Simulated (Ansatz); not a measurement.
All numbers below come from Ansatz, DFT PBE, scalar-relativistic, plane waves, PAW, and for the lanthanide a 4f-in-core norm-conserving potential. Settings: cutoff 660 eV, Γ-centred meshes spaced at most about 0.3 Å⁻¹, and about 0.25 Å⁻¹ or finer for metals (2π included), Gaussian smearing. No spin polarisation in the final relaxations.

Temperature and zero-point effects are left out.

Two forms of PrAs3Au2 were relaxed alike.

A.

```cif
data_structure
_symmetry_space_group_name_H-M 'P6/mmm'
_symmetry_Int_Tables_number 191
_cell_length_a 5.8741
_cell_length_b 5.8741
_cell_length_c 4.4516
_cell_angle_alpha 90.000
_cell_angle_beta 90.000
_cell_angle_gamma 120.000
_cell_volume 133.02
loop_
_atom_site_label
_atom_site_type_symbol
_atom_site_symmetry_multiplicity
_atom_site_Wyckoff_symbol
_atom_site_fract_x
_atom_site_fract_y
_atom_site_fract_z
_atom_site_occupancy
Pr1 Pr 1 b 0.00000 0.00000 0.50000 1
As1 As 3 f 0.00000 0.50000 0.00000 1
Au1 Au 2 d 0.33333 0.66667 0.50000 1
```

B.

```cif
data_structure
_symmetry_space_group_name_H-M 'P4mm'
_symmetry_Int_Tables_number 99
_cell_length_a 4.2696
_cell_length_b 4.2696
_cell_length_c 7.7157
_cell_angle_alpha 90.000
_cell_angle_beta 90.000
_cell_angle_gamma 90.000
_cell_volume 140.65
loop_
_atom_site_label
_atom_site_type_symbol
_atom_site_symmetry_multiplicity
_atom_site_Wyckoff_symbol
_atom_site_fract_x
_atom_site_fract_y
_atom_site_fract_z
_atom_site_occupancy
Pr1 Pr 1 a 0.00000 0.00000 0.60219 1
As1 As 2 c 0.50000 0.00000 0.98600 1
As2 As 1 b 0.50000 0.50000 0.44449 1
Au1 Au 1 b 0.50000 0.50000 0.77555 1
Au2 Au 1 a 0.00000 0.00000 0.20575 1
```

Task: Which form is favoured at zero pressure, and by what margin per atom?

Result: B is lower, by 30 meV/atom. A has space group P6/mmm (No. 191), 22.2 Å³/atom and no gap on its mesh; B has space group P4mm (No. 99), 23.4 Å³/atom and no gap. Counting As atoms around Au and Pr (those within 1.25 times the shortest such distance or 1.15 times the sum of covalent radii, 1.27 where that leaves under three; a plus sign parts nearer from farther groups; a slash parts the counts of unlike sites), A has Pr 12, Au 6 and B has Pr 4+4, Au 4/5. The lower one is the more open, so pressure narrows the difference. In A, Pr has 6 Au at 3.39 Å and 12 As at 3.69 Å; As is surrounded by 4 Au at 2.80 Å, 4 As at 2.94 Å and 4 Pr at 3.69 Å; Au has 6 As at 2.80 Å, 3 Pr at 3.39 Å and 3 Au at 3.39 Å. In B, Pr is surrounded by 1 Au at 3.06 Å, 4 As at 3.26 Å, 4 Au at 3.30 Å and 4 As at 3.65 Å; around As on a site of symmetry 2mm lie 4 Au at 2.68–2.73 Å, 4 As at 3.02 Å and 2 Pr at 3.65 Å; Au on its first site is surrounded by 5 As at 2.55–2.68 Å and 4 Pr at 3.30 Å; 2 more sites not described. Both come from invented guesses.

Spin–orbit coupling, which can matter for Au, is left out. Cells relaxed within their symmetry can be saddle points.

The lanthanide is trivalent by construction, without f bands, f moments or other valences.
